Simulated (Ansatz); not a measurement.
Relaxed-ion elastic tensor of RbBr (rock salt, space group No. 225) in GPa (Voigt order), LDA in the plane-wave PAW code Ansatz; density 3.71 g/cm³, 37.05 Å³ per atom.

```
46.1   4.6   4.6   0.0   0.0   0.0
 4.6  46.1   4.6   0.0   0.0   0.0
 4.6   4.6  46.1   0.0   0.0   0.0
 0.0   0.0   0.0   3.8   0.0   0.0
 0.0   0.0   0.0   0.0   3.8   0.0
 0.0   0.0   0.0   0.0   0.0   3.8
```

**Question.** Is the crystal mechanically stable?

**Answer.** Yes: the smallest eigenvalue of C is 3.8 GPa.

**Question.** Work out the Voigt, Reuss and Hill averages.

**Answer.** K_V = 18.4, K_R = 18.4, K_H = 18.4; G_V = 10.6, G_R = 5.7, G_H = 8.1 GPa.

**Question.** Give Young's modulus, Poisson's ratio, Pugh's ratio and the universal anisotropy index.

**Answer.** E = 9KG/(3K + G) = 21.3 GPa; ν = 0.31; K/G = 2.26 (ductile by the Pugh limit of 1.75); A_U = 5G_V/G_R + K_V/K_R − 6 = 4.31.

**Question.** Estimate the sound speeds and the Debye temperature.

**Answer.** v_l = √((K + 4G/3)/ρ) = 2810 m/s, v_t = √(G/ρ) = 1480 m/s, mean 1660 m/s; Θ = (h/k)(3n/4πV)^(1/3) v_m = 148 K.

**Question.** Give the Zener ratio and Young's modulus along [100], [110] and [111].

**Answer.** A = 2C44/(C11 − C12) = 0.19; 1/E = S11 − 2(S11 − S12 − S44/2)Γ with Γ = 0, 1/4, 1/3 gives 45.3, 13.3, 10.8 GPa.

**Question.** Solve the Christoffel equation for the three sound speeds along [100], [110], [111].

**Answer.** Eigenvalues of C_ijkl n_j n_l equal ρv². In km/s, slowest first: [100] 1.02, 1.02, 3.53; [110] 1.02, 2.37, 2.81; [111] 2.02, 2.02, 2.52.

Space group Fm-3m (rock salt). The cell was relaxed with LDA under the symmetry of its start; phonons on a q-mesh show no instability.

Potentials: the later of the program's two PAW sets.
